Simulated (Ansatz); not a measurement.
Geometry optimisation in Ansatz: input, command and trajectory.

```yaml
crystal:
  lattice:
    - [5.15, 0.0, 0.0]
    - [-2.575, 4.4600308295, 0.0]
    - [0.0, 0.0, 9.56]
  atoms:
    - { symbol: Ti, position: [0.3331, 0.9999, 0.118] }
    - { symbol: Ti, position: [0.0001, 0.3332, 0.118] }
    - { symbol: Ti, position: [0.6668, 0.6669, 0.118] }
    - { symbol: Ti, position: [0.0001, 0.6669, 0.382] }
    - { symbol: Ti, position: [0.6668, 0.9999, 0.382] }
    - { symbol: Ti, position: [0.3331, 0.3332, 0.382] }
    - { symbol: Ti, position: [0.6669, 0.0001, 0.882] }
    - { symbol: Ti, position: [0.9999, 0.6668, 0.882] }
    - { symbol: Ti, position: [0.3332, 0.3331, 0.882] }
    - { symbol: Ti, position: [0.9999, 0.3331, 0.618] }
    - { symbol: Ti, position: [0.3332, 0.0001, 0.618] }
    - { symbol: Ti, position: [0.6669, 0.6668, 0.618] }
    - { symbol: O, position: [0.6666666667, 0.3333333333, 0.25] }
    - { symbol: O, position: [0.3333333333, 0.6666666667, 0.75] }
    - { symbol: O, position: [0.0, 0.0, 0.25] }
    - { symbol: O, position: [0.0, 0.0, 0.75] }
basis:
  ecutwfc: 420
kpoints:
  mp_grid: { grid: [12, 12, 4] }
hamiltonian:
  xc: pbesol
scf:
  occupations: { method: gaussian, width: 0.1 }
output:
  forces: true
  stress: true
  eigenvalues: true
relax:
  adjacent_minimum: "off"
  f_tol: 0.01
  max_steps: 40
```

```bash
ansatz run input.yaml --threads 4 --pin off --max-ram 10240MiB --backend cpu --events-out ev --progress --plain --runs-dir out
```

These are results of DFT PBEsol, scalar-relativistic, plane waves, PAW in Ansatz, not measurements.

Of 5 frames 4 are shown, positions in Å and forces in eV/Å; the SCF threshold varies from step to step.

```xyz
16
Lattice="5.1500 0.0000 0.0000 -2.5750 4.4600 0.0000 0.0000 0.0000 9.5600" Properties=species:S:1:pos:R:3:forces:R:3 pbc="T T T" step=1 free_energy_over_end_meV_per_atom=7.31
Ti   -0.8593    4.4596    1.1281   -0.2083    0.4416    0.1418
Ti   -0.8575    1.4861    1.1281   -0.2783   -0.4013    0.1418
Ti    1.7168    2.9744    1.1281    0.4866   -0.0404    0.1418
Ti   -1.7168    2.9744    3.6519   -0.4866   -0.0404   -0.1418
Ti    0.8593    4.4596    3.6519    0.2083    0.4416   -0.1418
Ti    0.8575    1.4861    3.6519    0.2783   -0.4013   -0.1418
Ti    3.4343    0.0004    8.4319    0.2083   -0.4416   -0.1418
Ti    3.4325    2.9739    8.4319    0.2783    0.4013   -0.1418
Ti    0.8582    1.4856    8.4319   -0.4866    0.0404   -0.1418
Ti    4.2918    1.4856    5.9081    0.4866    0.0404    0.1418
Ti    1.7157    0.0004    5.9081   -0.2083   -0.4416    0.1418
Ti    1.7175    2.9739    5.9081   -0.2783    0.4013    0.1418
O     2.5750    1.4867    2.3900    0.0000    0.0000    0.0000
O     0.0000    2.9734    7.1700    0.0000    0.0000    0.0000
O     0.0000    0.0000    2.3900    0.0000    0.0000    0.0000
O     0.0000    0.0000    7.1700    0.0000    0.0000    0.0000
16
Lattice="5.1500 0.0000 0.0000 -2.5750 4.4600 0.0000 0.0000 0.0000 9.5600" Properties=species:S:1:pos:R:3:forces:R:3 pbc="T T T" step=2 free_energy_over_end_meV_per_atom=3.75
Ti   -0.8859    4.5141    1.1169    0.1367   -0.2198    0.2353
Ti   -0.8914    1.4358    1.1169    0.1220    0.2283    0.2353
Ti    1.7773    2.9702    1.1169   -0.2587   -0.0085    0.2353
Ti   -1.7773    2.9702    3.6631    0.2587   -0.0085   -0.2353
Ti    0.8859    4.5141    3.6631   -0.1367   -0.2198   -0.2353
Ti    0.8914    1.4358    3.6631   -0.1220    0.2283   -0.2353
Ti    3.4609   -0.0541    8.4431   -0.1367    0.2198   -0.2353
Ti    3.4664    3.0243    8.4431   -0.1220   -0.2283   -0.2353
Ti    0.7977    1.4898    8.4431    0.2587    0.0085   -0.2353
Ti    4.3523    1.4898    5.8969   -0.2587    0.0085    0.2353
Ti    1.6891   -0.0541    5.8969    0.1367    0.2198    0.2353
Ti    1.6836    3.0243    5.8969    0.1220   -0.2283    0.2353
O     2.5750    1.4867    2.3900    0.0000    0.0000    0.0000
O     0.0000    2.9734    7.1700    0.0000    0.0000    0.0000
O     0.0000    0.0000    2.3900    0.0000    0.0000    0.0000
O     0.0000    0.0000    7.1700    0.0000    0.0000    0.0000
16
Lattice="5.1500 0.0000 0.0000 -2.5750 4.4600 0.0000 0.0000 0.0000 9.5600" Properties=species:S:1:pos:R:3:forces:R:3 pbc="T T T" step=3 free_energy_over_end_meV_per_atom=0.18
Ti   -0.8748    4.4931    1.1294   -0.0036    0.0227    0.0805
Ti   -0.8787    1.4559    1.1294   -0.0179   -0.0144    0.0805
Ti    1.7535    2.9711    1.1294    0.0215   -0.0083    0.0805
Ti   -1.7535    2.9711    3.6507   -0.0215   -0.0083   -0.0805
Ti    0.8748    4.4931    3.6507    0.0036    0.0227   -0.0805
Ti    0.8787    1.4559    3.6507    0.0179   -0.0144   -0.0805
Ti    3.4498   -0.0330    8.4306    0.0036   -0.0227   -0.0805
Ti    3.4537    3.0042    8.4306    0.0179    0.0144   -0.0805
Ti    0.8215    1.4889    8.4306   -0.0215    0.0083   -0.0805
Ti    4.3285    1.4889    5.9093    0.0215    0.0083    0.0805
Ti    1.7002   -0.0330    5.9093   -0.0036   -0.0227    0.0805
Ti    1.6963    3.0042    5.9093   -0.0179    0.0144    0.0805
O     2.5750    1.4867    2.3900    0.0000    0.0000    0.0000
O     0.0000    2.9734    7.1700    0.0000    0.0000    0.0000
O     0.0000    0.0000    2.3900    0.0000    0.0000    0.0000
O     0.0000    0.0000    7.1700    0.0000    0.0000    0.0000
16
Lattice="5.1500 0.0000 0.0000 -2.5750 4.4600 0.0000 0.0000 0.0000 9.5600" Properties=species:S:1:pos:R:3:forces:R:3 pbc="T T T" step=5 free_energy_over_end_meV_per_atom=0.00
Ti   -0.8749    4.4942    1.1344   -0.0020    0.0035    0.0099
Ti   -0.8796    1.4552    1.1344   -0.0020   -0.0035    0.0099
Ti    1.7545    2.9706    1.1344    0.0040    0.0000    0.0099
Ti   -1.7545    2.9706    3.6456   -0.0040    0.0000   -0.0099
Ti    0.8749    4.4942    3.6456    0.0020    0.0035   -0.0099
Ti    0.8796    1.4552    3.6456    0.0020   -0.0035   -0.0099
Ti    3.4499   -0.0341    8.4256    0.0020   -0.0035   -0.0099
Ti    3.4546    3.0048    8.4256    0.0020    0.0035   -0.0099
Ti    0.8205    1.4894    8.4256   -0.0040    0.0000   -0.0099
Ti    4.3295    1.4894    5.9144    0.0040    0.0000    0.0099
Ti    1.7001   -0.0341    5.9144   -0.0020   -0.0035    0.0099
Ti    1.6954    3.0048    5.9144   -0.0020    0.0035    0.0099
O     2.5750    1.4867    2.3900    0.0000    0.0000    0.0000
O     0.0000    2.9734    7.1700    0.0000    0.0000    0.0000
O     0.0000    0.0000    2.3900    0.0000    0.0000    0.0000
O     0.0000    0.0000    7.1700    0.0000    0.0000    0.0000
```

It took 120 s on 4 threads of Oxide Virtual Turin-like Processor (Zen 5) (shared host), peak memory 1.6 GiB.

Spin polarisation was left out, and a magnetic state may lie lower.